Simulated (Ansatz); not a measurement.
Level of theory: Ansatz, DFT PBE, scalar-relativistic, plane waves, PAW. All cells share a 420 eV cutoff and Γ-centred k meshes spaced at most about 0.3 Å⁻¹ (about 0.25 or finer for metals, 2π included). No spin polarisation in the final relaxations.

Temperature and zero-point effects are left out.

Two relaxed structures of Al3Pd:

A.

```
Al Pd
1.0
    -1.40045    2.46579    5.12021
     1.40045   -2.46579    5.12021
     1.40045    2.46579   -5.12021
Al Pd
3 1
Cartesian
  0.0000 0.0000 0.0000
  0.0000 0.0000 7.3049
  0.0000 0.0000 2.9355
  0.0000 2.4658 0.0000
```

B.

```
Al Pd
1.0
     4.47913    0.00000    0.00000
    -2.23957    3.87904    0.00000
     0.00000    0.00000    4.82447
Al Pd
3 1
Direct
  0.33333 0.66667 0.00000
  0.66667 0.33333 0.00000
  0.00000 0.00000 0.50000
  0.00000 0.00000 0.00000
```

Task: Which form is favoured at zero pressure, and by what margin per atom?

Result: A is lower, by 37 meV/atom. A has space group Immm (No. 71), 17.7 Å³/atom and no gap on its mesh; B has the Li3N type, space group P6/mmm (No. 191), 21.0 Å³/atom and no gap. Counting all near atoms (those within 1.25 times the shortest distance at each site; a plus sign parts nearer from farther groups; a slash parts the counts of unlike sites), A has Al 2+4/9, Pd 8 and B has Al 2/6, Pd 8. The denser one is the lower, and pressure would at first widen the difference. In A, around Al on a site of symmetry mmm lie 2 Pd at 2.47 Å and 4 Al at 2.80–2.94 Å; Al on a site of symmetry mm2 has 2 Pd at 2.60 Å and 7 Al at 2.80–2.94 Å; Pd is surrounded by 6 Al at 2.47–2.60 Å and 2 Pd at 2.80 Å. In B, Al on a site of symmetry -6m2 has 3 Pd at 2.59 Å and 3 Al at 2.59 Å; Al on a site of symmetry 6/mmm is surrounded by 2 Pd at 2.41 Å; Pd has 2 Al at 2.41 Å and 6 Al at 2.59 Å. Both come from invented guesses. A third cell relaxed alike, in R3m, lies 208 meV/atom below the lower of the two.

Cells relaxed within their symmetry can be saddle points.
